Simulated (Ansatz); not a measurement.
Trial structure of Hf₃NbO₂, not yet relaxed:

```
CELL_PARAMETERS angstrom
3.17571 0.00000 0.00000
0.00000 3.17571 0.00000
0.00000 0.00000 10.61579
ATOMIC_POSITIONS crystal
Hf 0.00000 0.00000 0.00000
Hf 0.00000 0.00000 0.71455
Hf 0.00000 0.00000 0.28545
Nb 0.50000 0.50000 0.50000
O 0.50000 0.50000 0.84736
O 0.50000 0.50000 0.15264
```

The calculation used DFT PBE, scalar-relativistic, plane waves, PAW in Ansatz. Settings: cutoff 420 eV, Γ-centred mesh 6×6×2 on the computed 6-atom cell, Gaussian smearing of 0.10 eV; no spin polarisation.

Energies over the elements count from the elements' standard structures at the same level (O₂ as a molecule), with no fitted energy shifts.

Problem. What does a single point on this coarse mesh give?

Solution. The pressure is -19.1 GPa (the mean over three directions, positive in compression), the largest force is 0.48 eV/Å, and the energy is −0.60 eV/atom against the elements. The shortest distance is 2.65 Å.

Problem. How much does it gain on relaxing, and where does it end?

Solution. Relaxing gains about 0.38 eV/atom (the start's value is from the coarse mesh, so the gain is rough) in 14 ionic steps and ends at −0.98 eV/atom on the finer mesh. The symmetry stays P4/mmm (No. 123). The volume per atom shrinks by 17.5 %, from 17.8 to 14.7 Å³. The shortest distance goes from 2.65 Å (Hf–O) to 2.38 Å (Hf–O). The ratio c/a of the conventional cell changes by a factor of 1.14. Conventional cell: a = 2.855 Å, c = 10.838 Å. Hf on a site of symmetry 4/mmm is surrounded by 8 O at 2.38 Å, 4 Hf at 2.85 Å and 2 Hf at 3.05 Å; Nb has 4 Nb at 2.85 Å and 8 Hf at 3.11 Å; O is surrounded by 4 Hf at 2.38 Å, 1 O at 2.52 Å, 4 Hf at 2.70 Å and 4 O at 2.85 Å; 1 more site not described.

The last run used a 14×14×4 mesh (in the run's order of axes) for its 6-atom cell and Gaussian smearing of 0.10 eV. These runs have no spin–orbit coupling, which can matter for Hf. An odd number of electrons in the primitive cell allows no gap without spin; a larger cell or a magnetic state could open one. The cell is a metal run without spin; a magnetic state may lie lower. The relaxation can't lower the symmetry of the start. Symmetry constrained the relaxation, so the result can be a saddle point. Another cell of Hf3NbO2 relaxed alike, in P-3m1, lies 0.42 eV/atom lower, so this cell isn't the stable form at this level.
